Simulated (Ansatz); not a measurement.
TiO2 with carbon replacing Ti: do the settings matter for the field gradients?

This input was run with Ansatz:

```yaml
crystal:
  lattice:
    - [4.5922, 4.5922, 0.0]
    - [-4.5922, 4.5922, 0.0]
    - [0.0, 0.0, 8.8722]
  atoms:
    - { symbol: C, position: [0.0, 0.0, 0.0] }
    - { symbol: Ti, position: [0.0, 0.0, 0.3333333333] }
    - { symbol: Ti, position: [0.0, 0.0, 0.6666666667] }
    - { symbol: Ti, position: [0.5, 0.5, 0.0] }
    - { symbol: Ti, position: [0.5, 0.5, 0.3333333333] }
    - { symbol: Ti, position: [0.5, 0.5, 0.6666666667] }
    - { symbol: Ti, position: [0.5, 0.0, 0.1666666667] }
    - { symbol: Ti, position: [0.5, 0.0, 0.5] }
    - { symbol: Ti, position: [0.5, 0.0, 0.8333333333] }
    - { symbol: Ti, position: [0.0, 0.5, 0.1666666667] }
    - { symbol: Ti, position: [0.0, 0.5, 0.5] }
    - { symbol: Ti, position: [0.0, 0.5, 0.8333333333] }
    - { symbol: O, position: [0.30496, 0.0, 0.0] }
    - { symbol: O, position: [0.30496, 0.0, 0.3333333333] }
    - { symbol: O, position: [0.30496, 0.0, 0.6666666667] }
    - { symbol: O, position: [0.80496, 0.5, 0.0] }
    - { symbol: O, position: [0.80496, 0.5, 0.3333333333] }
    - { symbol: O, position: [0.80496, 0.5, 0.6666666667] }
    - { symbol: O, position: [0.5, 0.30496, 0.1666666667] }
    - { symbol: O, position: [0.5, 0.30496, 0.5] }
    - { symbol: O, position: [0.5, 0.30496, 0.8333333333] }
    - { symbol: O, position: [0.0, 0.80496, 0.1666666667] }
    - { symbol: O, position: [0.0, 0.80496, 0.5] }
    - { symbol: O, position: [0.0, 0.80496, 0.8333333333] }
    - { symbol: O, position: [0.69504, 0.0, 0.0] }
    - { symbol: O, position: [0.69504, 0.0, 0.3333333333] }
    - { symbol: O, position: [0.69504, 0.0, 0.6666666667] }
    - { symbol: O, position: [0.19504, 0.5, 0.0] }
    - { symbol: O, position: [0.19504, 0.5, 0.3333333333] }
    - { symbol: O, position: [0.19504, 0.5, 0.6666666667] }
    - { symbol: O, position: [0.5, 0.69504, 0.1666666667] }
    - { symbol: O, position: [0.5, 0.69504, 0.5] }
    - { symbol: O, position: [0.5, 0.69504, 0.8333333333] }
    - { symbol: O, position: [0.0, 0.19504, 0.1666666667] }
    - { symbol: O, position: [0.0, 0.19504, 0.5] }
    - { symbol: O, position: [0.0, 0.19504, 0.8333333333] }
kpoints:
  mp_grid: { grid: [3, 3, 2] }
scf:
  occupations: { method: fermi_dirac, width: 0.01 }
hamiltonian:
  xc: revpbe
  pseudopotentials: { kind: paw }
output:
  forces: true
  stress: true
  populations: true
  efg:
    quadrupole_moments_barn: { Ti: 0.247, O: -0.02558 }
    contact_densities: true
```

It converged. Of its output the block on the nuclei alone is shown, without the SCF iterations, energies, forces and stress (one atom of each set, the first 14 sets):

```
--- PAW observables at the nuclei: V_zz in 10²¹ V/m², potentials from the cell's mean, atoms counted from 1 ---
  atom   1  C  V_zz =    -0.722783   η = 0.4344   by run symmetry: allowed
            electrostatic potential = -409.950924 V   contact ρ = 876.023284 e/Å³
  atom   2  Ti V_zz =    -2.762521   η = 0.1902   by run symmetry: allowed   C_q = -16.4990 MHz
            electrostatic potential = -2526.612185 V   contact ρ = 56821.734589 e/Å³
  atom   4  Ti V_zz =    -2.268104   η = 0.3063   by run symmetry: allowed   C_q = -13.5461 MHz
            electrostatic potential = -2526.659810 V   contact ρ = 56821.561659 e/Å³
  atom   5  Ti V_zz =    -2.419883   η = 0.3433   by run symmetry: allowed   C_q = -14.4526 MHz
            electrostatic potential = -2526.611273 V   contact ρ = 56821.563954 e/Å³
  atom   7  Ti V_zz =    -1.992218   η = 0.1512   by run symmetry: allowed   C_q = -11.8984 MHz
            electrostatic potential = -2526.703651 V   contact ρ = 56821.423759 e/Å³
  atom   8  Ti V_zz =    -2.327868   η = 0.2727   by run symmetry: allowed   C_q = -13.9030 MHz
            electrostatic potential = -2526.630045 V   contact ρ = 56821.571353 e/Å³
  atom  10  Ti V_zz =    -2.236679   η = 0.3023   by run symmetry: allowed   C_q = -13.3584 MHz
            electrostatic potential = -2526.679211 V   contact ρ = 56821.476895 e/Å³
  atom  11  Ti V_zz =    -2.419599   η = 0.4752   by run symmetry: allowed   C_q = -14.4509 MHz
            electrostatic potential = -2526.522110 V   contact ρ = 56821.603623 e/Å³
  atom  13  O  V_zz =   +13.013025   η = 0.2115   by run symmetry: allowed   C_q = -8.0488 MHz
            electrostatic potential = -623.876288 V   contact ρ = 2162.802925 e/Å³
  atom  14  O  V_zz =    +2.505651   η = 0.9469   by run symmetry: allowed   C_q = -1.5498 MHz
            electrostatic potential = -624.259292 V   contact ρ = 2160.600980 e/Å³
  atom  16  O  V_zz =    +2.101334   η = 0.5750   by run symmetry: allowed   C_q = -1.2997 MHz
            electrostatic potential = -624.239266 V   contact ρ = 2160.714578 e/Å³
  atom  17  O  V_zz =    +2.242618   η = 0.6334   by run symmetry: allowed   C_q = -1.3871 MHz
            electrostatic potential = -624.161116 V   contact ρ = 2160.619515 e/Å³
  atom  19  O  V_zz =    +2.385235   η = 0.9422   by run symmetry: allowed   C_q = -1.4753 MHz
            electrostatic potential = -624.287952 V   contact ρ = 2160.602937 e/Å³
  atom  20  O  V_zz =    +2.312860   η = 0.8143   by run symmetry: allowed   C_q = -1.4306 MHz
            electrostatic potential = -624.218334 V   contact ρ = 2160.586858 e/Å³
```

(1) Can these gradients be trusted, and how do they compare with a run on standard settings?

## Answers

(1) As results of these settings, within the limits told below. Against the standard input the change is `hamiltonian.xc`: pbe → revpbe. A site carries the number of its first atom; V_zz in 10²¹ V/m².

| site | atom | V_zz standard | η standard | V_zz here | η here |
| --- | --- | --- | --- | --- | --- |
| C | 1 | -0.72 | 0.43 | -0.72 | 0.43 |
| Ti2 | 2 | -2.74 | 0.19 | -2.76 | 0.19 |
| Ti7 | 7 | -1.95 | 0.17 | -1.99 | 0.15 |
| Ti10 | 10 | -2.20 | 0.31 | -2.24 | 0.30 |
| O13 | 13 | 12.89 | 0.20 | 13.01 | 0.21 |
| O14 | 14 | 2.39 | 0.92 | 2.51 | 0.95 |
| O16 | 16 | 1.98 | 0.51 | 2.10 | 0.57 |
| O17 | 17 | 2.13 | 0.59 | 2.24 | 0.63 |
| O19 | 19 | 2.27 | 0.91 | 2.39 | 0.94 |
| O20 | 20 | 2.20 | 0.78 | 2.31 | 0.81 |
| O22 | 22 | 12.97 | 0.34 | 13.06 | 0.35 |
| O23 | 23 | -2.69 | 0.61 | -2.83 | 0.61 |

The largest change of V_zz is on O23, from -2.69 to -2.83. In per cent, |V_zz| changes by 0 on C, +1 to +2 on Ti, +1 to +6 on O (all sites that start above 0.5). The table leaves out 4 of the 16 sites, with |V_zz| up to 2.42; their tensors move by 0.04 at most along any direction. The statements above cover all sites. Its pressure is 5 GPa, against 1 GPa in the reference run. SCF iterations: 11 and 11.

On the reference run: The defect repeats with the cell of 36 atoms, so it feels its images: sites between two images don't show the values beside a lone defect, and zeros or small values of η there can come from the images' arrangement. O and Ti carry a gradient in the pure host already, so the values there aren't the defect's effect alone. With a gap of 0.1 eV on this mesh, small gradients can still move by 0.1 × 10²¹ V/m² or more as the k-mesh gets denser. The neighbours have not yet relaxed around the defect (largest force 1.8 eV/Å), so a real crystal will differ.
